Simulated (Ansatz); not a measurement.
Mg$_{2}$Si (antifluorite type, space group Fm-3m)

```xyz
3
Lattice="0.0000 3.1822 3.1822 3.1822 0.0000 3.1822 3.1822 3.1822 0.0000" Properties=species:S:1:pos:R:3 pbc="T T T"
Si     0.0000     0.0000     0.0000
Mg     1.5911     1.5911     1.5911
Mg     4.7733     4.7733     4.7733
```

The slice is a {100} plane (indices of the conventional cell) through the point (0.000, 0.000, 0.000) (fractional), spanned by u = [100] and v = [0 1 -1] in vectors of this cell: u (4.50 Å) and v (4.50 Å, at 90° to u). It covers one period; positions are fractions (u, v).

Level of theory: PBE (plane waves to 420 eV, PAW, scalar-relativistic; Ansatz, a program for electronic structure). k mesh 9×9×9. These are valence fields of a PAW run, semicore shells included where kept as valence: close to a nucleus they are smooth pseudo fields. Mg2Si was relaxed with its symmetry unable to fall. The PAW data are Ansatz's earlier set.

Q: Sketch the electron localisation function (ELF) on this plane as a map.

A: 
```
|xxxxxx**%%@@@@@@%%##++======++##%%@@@@@@%%**xxxx|
|xxxx++##%%@@@@@@%%##++==--==++##%%@@@@@@%%##++xx|
|++**##%%@@@@@@%%%%**++------++**%%%%@@@@@@%%##**|
|%%%%%%@@@@@@%%%%##++==--::--==++##%%%%@@@@@@%%%%|
|@@@@@@@@@@%%%%##**==--::::::--==**##%%%%@@@@@@@@|
|@@@@@@@@%%%%##**==--::......::--==**##%%%%@@@@@@|
|@@@@@@%%%%##**==--::....  ....::--==**##%%%%@@@@|
|%%%%%%%%##**==--::..          ..::--==**##%%%%%%|
|######**++==--::..              ..::--==++**####|
|**++++++==--::..                  ..::--==++++++|
|======----::....                  ....::----====|
|====----::::..                      ..::::----==|
|======----::....                  ....::----====|
|**++++++==--::..                  ..::--==++++++|
|######**++==--::..              ..::--==++**####|
|%%%%%%%%##**==--::..          ..::--==**##%%%%%%|
|@@@@@@%%%%##**==--::....  ....::--==**##%%%%@@@@|
|@@@@@@@@%%%%##**==--::......::--==**##%%%%@@@@@@|
|@@@@@@@@@@%%%%##**==--::::::--==**##%%%%@@@@@@@@|
|%%%%%%@@@@@@%%%%##++==--::--==++##%%%%@@@@@@%%%%|
|++**##%%@@@@@@%%%%**++------++**%%%%@@@@@@%%##**|
|xxxx++##%%@@@@@@%%##++==--==++##%%@@@@@@%%##++xx|
|xxxxxx**%%@@@@@@%%##++======++##%%@@@@@@%%**xxxx|
|xxxxxx++%%@@@@@@%%##**======**##%%@@@@@@%%++xxxx|
```
Scale: ten equal steps from 0.02 (start of ' ') to 0.82 (end of '@'), in the order ' .:-=+*#%@'. Values: electron localisation function (ELF). The map has 24 points along u (two characters each, u = 0 at the left) and 24 along v (v = 0 in the bottom row). Points within 0.5 Å of a nucleus are blanked (x), as the pseudised field means little there.
